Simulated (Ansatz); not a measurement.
SnTe2 (anatase) was put through Ansatz (plane waves). It starts from a supercell of the PBEsol minimum, slightly strained and with each coordinate displaced at random by about 0.15 Å.

Structure:
```
Sn Te
1.0
    -2.95992    3.01778    4.63218
     3.08001   -3.07749    4.74789
     3.04581    3.16338   -4.67060
Sn Te
2 4
Direct
  0.79555 0.26068 0.53217
  0.98399 0.97662 0.94720
  0.43320 0.95256 0.54861
  0.68514 0.69723 0.99888
  0.32838 0.30034 0.01719
  0.11051 0.58644 0.53752
```

The log, with set-up remarks and timings taken out:
```
Functional definition: PBEsol
Crystal: 6 atoms, lattice volume = 177.516 Å³
Basis set: ecut = 420 eV, 3493 PW (Γ)
Bands: 56, of which v1, the nominal top of the filled ones, is band 46 counted from 1 (45 counted from 0)
Symmetry: 1 space group operations
Space group: P1 (ITA 1)
k-points: 36 of 64 (time reversal used)
preconditioner: auto → Kerker (q_TF=auto, 2.445 Å⁻¹)  [metal: Δε(μ)=0.008 eV  σ=0.050 eV  ℏωp=15.8 eV]
relax step 1: F+E_penalty+E_count = -39505.59138884 eV  max|allowed force component| = 1.145e0 eV/Å  Δτ_max = 0.0000 Å  P = +2.726 GPa  Ω = 177.516 Å³
relax step 2: F+E_penalty+E_count = -39505.98435826 eV  max|allowed force component| = 1.747e-1 eV/Å  Δτ_max = 0.1980 Å  P = -0.750 GPa  Ω = 183.725 Å³
relax step 3: F+E_penalty+E_count = -39505.98618388 eV  max|allowed force component| = 7.663e-2 eV/Å  Δτ_max = 0.1804 Å  P = +1.851 GPa  Ω = 174.402 Å³  (rejected)
relax step 4: F+E_penalty+E_count = -39506.02260853 eV  max|allowed force component| = 5.985e-2 eV/Å  Δτ_max = 0.0879 Å  P = -0.189 GPa  Ω = 181.165 Å³
relax step 5: F+E_penalty+E_count = -39506.03357136 eV  max|allowed force component| = 1.187e-1 eV/Å  Δτ_max = 0.0953 Å  P = +0.298 GPa  Ω = 179.296 Å³
relax step 6: F+E_penalty+E_count = -39506.04002696 eV  max|allowed force component| = 4.890e-2 eV/Å  Δτ_max = 0.0200 Å  P = +0.069 GPa  Ω = 180.202 Å³
relax step 7: F+E_penalty+E_count = -39506.04822796 eV  max|allowed force component| = 3.760e-2 eV/Å  Δτ_max = 0.0787 Å  P = +0.126 GPa  Ω = 180.527 Å³
[…]
relax step 33: F+E_penalty+E_count = -39506.45854915 eV  max|allowed force component| = 2.579e-2 eV/Å  Δτ_max = 0.0212 Å  P = -0.009 GPa  Ω = 187.678 Å³
relax step 34: F+E_penalty+E_count = -39506.45887316 eV  max|allowed force component| = 3.025e-2 eV/Å  Δτ_max = 0.0143 Å  P = +0.001 GPa  Ω = 187.207 Å³
relax step 35: F+E_penalty+E_count = -39506.45953672 eV  max|allowed force component| = 2.019e-2 eV/Å  Δτ_max = 0.0214 Å  P = -0.068 GPa  Ω = 187.440 Å³
relax step 36: F+E_penalty+E_count = -39506.45976153 eV  max|allowed force component| = 5.222e-3 eV/Å  Δτ_max = 0.0039 Å  P = +0.032 GPa  Ω = 187.199 Å³
relax step 37: F+E_penalty+E_count = -39506.45977939 eV  max|allowed force component| = 6.805e-4 eV/Å  Δτ_max = 0.0021 Å  P = -0.001 GPa  Ω = 187.267 Å³
relax step 38: F+E_penalty+E_count = -39506.46052740 eV  max|allowed force component| = 7.881e-4 eV/Å  Δτ_max = 0.0000 Å  P = -0.005 GPa  Ω = 187.267 Å³  (SCF on a basis re-selected at this cell)
Free energy (F): -39506.460527 eV
Internal energy: -39506.443704 eV  (E = F + TS)
E sigma→0 (E₀):  -39506.452116 eV
Entropy (-TS):   -0.016824 eV (-2.804 meV/atom)
Fermi energy:    9.522557 eV
--- Per-component energies (eV) ---
  E_band       = -1215.644459
  E_kinetic    = 1096.488702
  E_local      = -6741.010053
  E_nonlocal   = -1293.083026
  E_hartree    = 4279.158988
  E_xc         = -1253.200330
  E_vxc        = -611.696220
  E_paw        = -26465.545970
  E_vpaw       = -2224.661227
  E_ewald      = -9131.320210
  E_core_change = 2.068940
  E_smearing   = -0.016824
--- Stress (GPa, compression-positive) ---
       -0.001594       0.000095       0.000254
        0.000095      -0.006767      -0.002511
        0.000254      -0.002511      -0.005169
  P = ⅓ Tr σ = -0.0045 GPa (-0.045 kbar)
--- Relaxed structure (36 steps of the walk, 32 accepted, 2 SCFs on fresh bases) ---
  F+E_penalty+E_count = -39506.46052740 eV   max|allowed force component| = 7.881e-4 eV/Å
  cell:  # Å, volume = 187.2668 Å³
    - [-3.041963, 2.219784, 4.129274]
    - [3.054995, -4.442377, 5.581256]
    - [3.046478, 4.436214, -5.591243]
  atoms:
    - { symbol: Sn, position: [0.725493, 0.209089, 0.519514] }
    - { symbol: Sn, position: [0.053428, 0.048867, 0.007680] }
    - { symbol: Te, position: [0.417241, -0.100807, 0.521161] }
    - { symbol: Te, position: [0.716830, 0.726102, -0.006181] }
    - { symbol: Te, position: [0.361680, 0.358761, 0.006030] }
    - { symbol: Te, position: [1.062092, 0.531855, 0.533377] }
```

**Question.** Write the input file that gave this output.

**Answer.**
```yaml
crystal:
  # lattice and atoms as above
kpoints:
  mp_grid: { grid: [4, 4, 4] }
hamiltonian:
  xc: pbesol
scf:
  occupations: { method: fermi_dirac, width: 0.05 }
relax:
  f_tol: 0.01
  cell: {}
  max_steps: 120
```
The relax steps with a changing cell volume need the relax block with cell. This is the file that was run; thresholds and some counts can't be read off the log exactly.

Command: `ansatz run input.yaml --threads 2 --pin off --max-ram 2211MiB --backend cpu --events-out ev --progress --plain --runs-dir out`. Wall time 8.3 min on 2 threads of Intel(R) Xeon(R) Processor @ 2.70GHz, with other jobs on the host, load about 0.9 per core; peak host memory 0.66 GiB.

Note: simulated data, non-magnetic, for a generated structure that need not be the stable one.
